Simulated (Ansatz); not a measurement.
**Two states of VBiO**

```
CELL_PARAMETERS angstrom
3.67458 0.00000 0.00000
0.00000 3.67458 0.00000
0.00000 0.00000 6.95913
ATOMIC_POSITIONS crystal
Bi 0.00000 0.50000 0.17000
Bi 0.50000 0.00000 0.83000
O 0.00000 0.00000 0.00000
O 0.50000 0.50000 0.00000
V 0.00000 0.50000 0.64500
V 0.50000 0.00000 0.35500
```

Method: PBE; PAW, plane waves to 420 eV, 5×5×3 Γ-centred mesh, gaussian occupations (width 0.1352 eV) (Ansatz 0.2.0), atoms fixed.

State A: V5 along (0.71, 0.71, 0.00), V6 along (-0.71, -0.71, 0.00) (spinors with spin-orbit coupling). State B: V5 along (0.00, 0.00, -1.00), V6 along (0.00, 0.00, 1.00) (spinors with spin-orbit coupling).

Question: Compare the two self-consistent states.

Answer: State B is lower by 4.6 meV an atom at zero smearing. So small a gap isn't resolved on this mesh where a state is a metal.

```tsv
state	free energy (meV/atom)	largest moment in a small sphere (μB)	net moment (μB/cell)	gap on mesh (eV)	pressure (GPa)	largest force (eV/Å)
A	4.5	2.27	0.00	metal	27.7	4.87
B	0.0	2.28	0.00	metal	27.6	4.92
```

Origin: a known structure type with other elements, at an estimated volume, so it need not be a known compound. Caveats: semilocal functionals often miss the gap of such magnets; the k mesh is coarse if the cell is a metal; atoms or cell far from equilibrium; the SCF threshold is loose for a stress.
